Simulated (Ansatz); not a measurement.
This ZrSi3O8 structure is the end of a relaxation. The cell was found from a structure generator's guess, not taken from experiment.

The calculation used DFT PBE, scalar-relativistic, plane waves, PAW in Ansatz 0.2.0. Cutoff 420 eV, Γ-centred mesh, Gaussian smearing, no spin polarisation.

```
Zr Si O
1.0
     3.76321   -3.83092    0.00000
     3.76321    3.83092    0.00000
    -0.00450    0.00000    7.61559
Zr Si O
1 3 8
Direct
  0.47989 0.52011 0.00000
  0.97516 0.47606 0.73035
  0.52394 0.02484 0.26965
  0.02307 0.97693 0.50000
  0.04202 0.23986 0.60579
  0.53167 0.85769 0.09026
  0.14231 0.46833 0.90974
  0.76014 0.95798 0.39421
  0.03776 0.73934 0.63164
  0.53789 0.31486 0.20868
  0.68514 0.46211 0.79132
  0.26066 0.96224 0.36836
```

Energies over the elements count from the elements' standard structures at the same level (O₂ as a molecule), with no fitted energy shifts.

Problem. What space group does it have?

Solution. C2 (No. 5). Conventional cell: a = 7.526 Å, b = 7.662 Å, c = 7.616 Å, β = 90.0°. Around Zr lie 4 O at 1.95–1.96 Å; around Si on a site of symmetry 1 lie 4 O at 1.63–1.64 Å; Si on a site of symmetry 2 has 4 O at 1.63 Å; O on its first site is surrounded by 2 Si at 1.63 Å; 3 more sites not described.

Problem. What is its formation energy per atom?

Solution. −2.870 eV/atom. It lies below the elements, which doesn't yet make it stable against other compounds or structures.

Problem. Is it a metal?

Solution. No, the gap on the 4×4×4 mesh is 5.18 eV.

The last run used a 4×4×4 mesh for its 12-atom cell and Gaussian smearing of 0.02 eV. Kohn–Sham gaps at this level usually fall short of measured ones. This cell was reached by moving the atoms of another relaxed cell at random and relaxing again, last within the group found; it had no such test of its own.
